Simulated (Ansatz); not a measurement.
VSi2:
Space group P6₄22 (No. 181); a = 4.5222 Å, b = 4.5222 Å, c = 6.3216 Å, α = 90.00°, β = 90.00°, γ = 120.00°

```
atom  site  symmetry       x       y       z
----  ----  --------  ------  ------  ------
V       3c       222  0.5000  0.0000  0.0000
Si      6i       ..2  0.1631  0.3262  0.0000
```

Relaxed at zero pressure with the program Ansatz at the PBEsol level (PAW).

### Question
The volume is raised by 3 % and shape and atoms relax at that volume. What pressure results, and how do the axes share the change?

### Answer
-5.2 GPa; a 1.1 %, b 1.1 %, c 0.8 %; the energy rises by 6 meV/atom.

### Question
Give the new structure.

### Answer

Space group P6₄22 (No. 181); a = 4.571 Å, b = 4.571 Å, c = 6.374 Å, α = 90.00°, β = 90.00°, γ = 120.00°

| atom | site | symmetry | x | y | z |
|---|---|---|---|---|---|
| V | 3c | 222 | 0.5000 | 0.0000 | 0.0000 |
| Si | 6i | ..2 | 0.1629 | 0.3259 | 0.0000 |

The phase is kept; no other phase was compared at this pressure.

Space group P6_422. The first step of the workflow began from a Materials Project structure, measured or hypothetical; the Crystallography Open Database files this formula in space group No. 181, but the cells were not matched. Its standing as an ambient phase is unchecked. The cell was relaxed with PBEsol under the symmetry of its start; its stability against distortions is not shown here. The workflow began spin-polarised and lost its moments.

Potentials: the later of the program's two PAW sets.
